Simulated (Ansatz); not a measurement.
## AlB2-type ZrTl₂

Computed with Ansatz (plane waves, PAW, 420 eV cutoff): PBEsol, scalar-relativistic, no spin polarisation, Γ-centred 8×8×8 mesh, 0.05 eV Gaussian smearing; PAW files: Ansatz's generated set soft_2.

```
Zr Tl
1.0
     5.12729    0.00000    0.00000
    -2.56365    4.44037    0.00000
     0.00000    0.00000    3.09108
Zr Tl
1 2
Cartesian
  0.0000 0.0000 0.0000
  0.0000 2.9602 1.5455
  2.5636 1.4801 1.5455
```

This is a trial structure made by placing the elements on a prototype's sites, so it needn't be the stable form.

The cell above was scaled in volume, and shape and atoms were relaxed at each volume within its symmetry. Energies are counted from the cell above.

The cell is relaxed to zero pressure at this level.

```csv
V (Å³/atom),ΔE (meV/atom),P from the stress (GPa)
22.520,9.52,3.40
22.989,2.23,1.58
23.458,0.00,0.00
23.927,2.06,-1.37
24.397,7.87,-2.60
```

**Question.** Do the energies and the pressures agree? Compare −ΔE/ΔV between neighbouring points (1 meV/Å³ = 0.1602 GPa) with the mean of their pressures.

**Answer.** 
```tsv
interval (Å³/atom)	−ΔE/ΔV (GPa)	mean P (GPa)
22.52 to 22.99	2.5	2.5
22.99 to 23.46	0.8	0.8
23.46 to 23.93	-0.7	-0.7
23.93 to 24.40	-2.0	-2.0
```
They differ by 0.03 GPa at most.

**Question.** What do the two routes give for V0, B0 and B0′?

**Answer.** A third-order Birch–Murnaghan fit of the energies: V0 = 23.46 Å³/atom, B0 = 74 GPa, B0′ = 6.5. A polynomial of P in ln V, with B = −dP/d ln V at P = 0: V0 = 23.46 Å³/atom, B0 = 73 GPa, B0′ = 5.7. B0′ isn't converged to its last digit.

B0·V0 = 73.9 GPa × 23.46 Å³ = 10.81 eV/atom sets the scale: near the minimum ΔE ≈ ½ B0 V0 x², with x = V/V0 − 1, and a pressure of 0.7 GPa squeezes the volume by about 1 %. At the ends of the curve: x = −4.0 % predicts 8.6 meV/atom and the run gives 9.5; x = +4.0 % predicts 8.7 meV/atom and the run gives 7.9. The lopsidedness is anharmonic: atoms resist being pushed together more than being pulled apart.

These numbers lack spin–orbit coupling. The run is a metal.
